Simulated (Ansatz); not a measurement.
WSe2:
```
CELL_PARAMETERS angstrom
      3.25000     0.00000     0.00000
     -1.62500     2.81458     0.00000
      0.00000     0.00000    12.81897
ATOMIC_POSITIONS crystal
  W  0.66667 0.33333 0.75000
  W  0.33333 0.66667 0.25000
  Se 0.33333 0.66667 0.88001
  Se 0.66667 0.33333 0.11999
  Se 0.66667 0.33333 0.38001
  Se 0.33333 0.66667 0.61999
```

Relaxed with LDA.

Task: Give the optical modes at the zone centre with their infrared activity from DFPT, DFT-LDA in the program Ansatz with PAW potentials.

Result: Transverse frequencies, without the LO–TO term; a row sums one degenerate level.

```tsv
ω (cm⁻¹)	degeneracy	IR ((D/Å)²/amu)	activity	symmetry
25	2	0.00	IR-inactive	E2g
38	1	0.00	IR-inactive	B1g
175	2	0.00	IR-inactive	E2u
177	2	0.00	IR-inactive	E1g
248	2	0.00	IR-inactive	E2g
249	2	1.99	IR	E1u
250	1	0.00	IR-inactive	B2u
252	1	0.00	IR-inactive	A1g
308	1	0.44	IR	A2u
310	1	0.00	IR-inactive	B1g
```

Task: How high does the top mode go among those that the LO–TO term moves?

Result: 251 cm⁻¹ for q along x, 251 cm⁻¹ for q along y, 310 cm⁻¹ for q along z.

Space group P6_3/mmc. Symmetry was held in the LDA relaxation; phonons on a q-mesh show no instability. No spin polarisation was allowed. A crystal of weakly bound layers computed without a dispersion correction: the cell and the soft elastic constants depend strongly on that. Scalar-relativistic: spin–orbit coupling is off unless named, which matters more the heavier the elements.

Potentials: the earlier of the program's two PAW sets.
